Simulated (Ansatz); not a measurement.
BiSb in space group R3m (No. 160; Sb on 3a, Bi on 3a), the program Ansatz at the LDA level (PAW), all energies at zero smearing, with the estimated change up to a 700 eV cutoff added, with one set of potentials and settings (totals compare only within such a set). Cell of 2 atoms (1 Sb, 1 Bi): -18421.693 eV.

```csv
element,reference phase,E (eV/atom)
Sb,"R-3m, 2 atoms in the cell",-6335.8223
Bi,"R-3m, 2 atoms in the cell",-12085.8651
```

Formation energy per atom, worked out: (-18421.693 − 1×(-6335.8223) − 1×(-12085.8651))/2 = -0.003 eV/atom (0 kJ per mol of atoms), at 0 K, without zero-point energy or fitted corrections.

The first step of the workflow began from a Materials Project structure, measured or hypothetical; the Crystallography Open Database copy checked does not list it. Its standing as an ambient phase is unchecked. The cell was relaxed with LDA under the symmetry of its start; of distortions, only those at the zone centre were tested. The references are the lowest solids computed at this level, not always the standard phases. Scalar-relativistic: spin–orbit coupling is off unless named, which matters more the heavier the elements.

Potentials: the later of the program's two PAW sets.
